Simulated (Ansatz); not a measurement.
Values for one crystal, relaxed and computed with r²SCAN (plane waves, PAW; program Ansatz); other levels are named.

| Quantity | Value |
|---|---|
| Volume per atom | 16.51 Å³ |
| Electronic character | metallic (no gap) |
| Gap with spin–orbit coupling | none (metallic) |
| Elastic constants (relaxed ions, GPa) | C11 = -13.3, C12 = 252, C44 = 38.6 |
| Mechanical stability | unstable (C has a negative eigenvalue) |
| Formation energy from the elements (no fitted shifts) | 0.068 eV/atom |
| Density of states at the Fermi level | 0.96 states/eV per atom (mean over ±0.08 eV) |

Question: Which of these materials gives this?
A) SrAl2, Imma (Sr on 4e, Al on 8h)
B) TaAl, CsCl type
C) LaAg, CsCl type
D) MnRh, CsCl type

Answer: B, TaAl, CsCl type

Space group Pm-3m (CsCl type). The start of the workflow was typed in or built on a structure type; neither database checked (COD, Materials Project) lists it. Whether it is the stable phase at ambient conditions was not checked. Symmetry was held in the r²SCAN relaxation. The run is not spin-polarised. As this level gives no gap, shear constants depend on the k-mesh and smearing (Fermi–Dirac, 0.1 eV here). The references are the lowest solids computed at this level, not always the standard phases. Scalar-relativistic: spin–orbit coupling is off unless named, which matters more the heavier the elements.

Potentials: the later of the program's two PAW sets.
